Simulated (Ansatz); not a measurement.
The start is a generated cell, TiO2 built in the AFLOW prototype A2B_mP12_3_bc3e_2e (as in SiO2). A full variable-cell relaxation at zero pressure is run with PBE (plane waves to 420 eV, PAW, scalar-relativistic; Ansatz, a quantum-chemistry and plane-wave program). The first steps use a coarse 5×5×3 k-mesh.

Starting cell:
```yaml
crystal:
  lattice:
    - [4.03326, 0.00000, 0.00000]
    - [0.00000, 4.00311, 0.00000]
    - [-1.41892, 0.00000, 7.05283]
  atoms:
    - { symbol: Ti, position: [0.18244, 0.00000, 0.69651] }
    - { symbol: Ti, position: [0.81756, 0.00000, 0.30349] }
    - { symbol: Ti, position: [0.38098, 0.58564, 0.17797] }
    - { symbol: Ti, position: [0.61902, 0.58564, 0.82203] }
    - { symbol: O, position: [0.00000, 0.15907, 0.50000] }
    - { symbol: O, position: [0.50000, 0.73859, 0.00000] }
    - { symbol: O, position: [0.02399, 0.75200, 0.18927] }
    - { symbol: O, position: [0.97601, 0.75200, 0.81073] }
    - { symbol: O, position: [0.38562, 0.71473, 0.64074] }
    - { symbol: O, position: [0.61438, 0.71473, 0.35926] }
    - { symbol: O, position: [0.48963, 0.20196, 0.18802] }
    - { symbol: O, position: [0.51037, 0.20196, 0.81198] }
```

Task: How does the volume change?

Result: +73.0 %, from 9.49 to 16.42 Å³/atom.

Task: Is the relaxed structure metallic? Give its gap.

Result: 3.06 eV, indirect (valence top at B, conduction bottom at k = (0.3333, 0, 0)) (no spin-orbit coupling).

Task: Write out the relaxed structure.

Result: 
```cif
data_O8Ti4
_chemical_formula_sum 'Ti4 O8'
_space_group_name_H-M_alt 'P2'
_space_group_IT_number 3
_space_group_name_Hall 'P 2y'
_cell_length_a 4.88058
_cell_length_b 4.77901
_cell_length_c 8.50685
_cell_angle_alpha 90.000
_cell_angle_beta 96.808
_cell_angle_gamma 90.000
loop_
_space_group_symop_operation_xyz
  'x, y, z'
  '-x, y, -z'
loop_
_atom_site_label
_atom_site_type_symbol
_atom_site_symmetry_multiplicity
_atom_site_Wyckoff_symbol
_atom_site_fract_x
_atom_site_fract_y
_atom_site_fract_z
_atom_site_occupancy
Ti1 Ti 2 e 0.15793 0.99137 0.69029 1
Ti2 Ti 2 e 0.40788 0.58082 0.18847 1
O1 O 1 b 0.00000 0.12966 0.50000 1
O2 O 1 c 0.50000 0.70702 0.00000 1
O3 O 2 e 0.07260 0.75144 0.21035 1
O4 O 2 e 0.61048 0.73000 0.36034 1
O5 O 2 e 0.57605 0.23120 0.20678 1
```

The space group stays P2 (No. 3) (the run could not lower it), with 12 atoms in the primitive cell. Final values are on a 6×6×3 k-mesh of the relaxed cell. The start holds a very short contact (O–Ti 1.51 Å). No spin polarisation in the result.

The run could not lose the symmetry of its start: the end is stationary, and may be a saddle point rather than a minimum.

The relaxed structure here is a generated cell of TiO2: the first start was made by placing the elements on the sites of a structure type, and the end was not matched to a known phase here, so it may be hypothetical. Known forms of TiO2 include space group No. 61, 136, 141.
